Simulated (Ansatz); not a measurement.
AlN:
```yaml
crystal:
  lattice:
    - [0.00000, 2.01823, 2.01823]
    - [2.01823, 0.00000, 2.01823]
    - [2.01823, 2.01823, 0.00000]
  atoms:
    - { symbol: Al, position: [0.00000, 0.00000, 0.00000] }
    - { symbol: N, position: [0.50000, 0.50000, 0.50000] }
```

Relaxed with r²SCAN.

Map the valence electron density (e/Å³), cut off at 2 on the plane through (0.000, 0.000, 0.000) spanned by u = [1, 0, 0] and v = [0, 1, -1] in lattice vectors, from plane-wave PAW r²SCAN (Ansatz code).

x is the fraction of u, y of v (the angle between them is 90°; rows are the nearest grid lines); atoms in the plane: Al at (0.00, 0.00), N at (0.50, 0.50).
```
|00000000000000000|
|00000011111000000|
|00001111111110000|
|00011222322211000|
|00112345554321100|
|00123579997532100|
|01124799999742110|
|01125999999952110|
|01135999999953110|
|01125999999952110|
|01124799999742110|
|00123579997532100|
|00112345554321100|
|00011222322211000|
|00001111111110000|
|00000011111000000|
|00000000000000000|
```
Scale: ten equal steps from 0.038 (start of '0') to 2.00 (end of '9'), in the order '0123456789'; x runs from 0.000 to 1.00, y from 0.000 (bottom) to 1.00 (top).

The density is the valence pseudo-density with augmentation charge, so density and ELF within about 1 Å of a nucleus are not all-electron values.

Space group Fm-3m (rock salt). This is a known high-pressure phase of the composition, computed here at zero pressure and temperature. The r²SCAN relaxation kept the symmetry of its start; its stability against distortions is not shown here. The volume moved by -17 % from the start of the relaxation.

Potentials: the earlier of the program's two PAW sets.
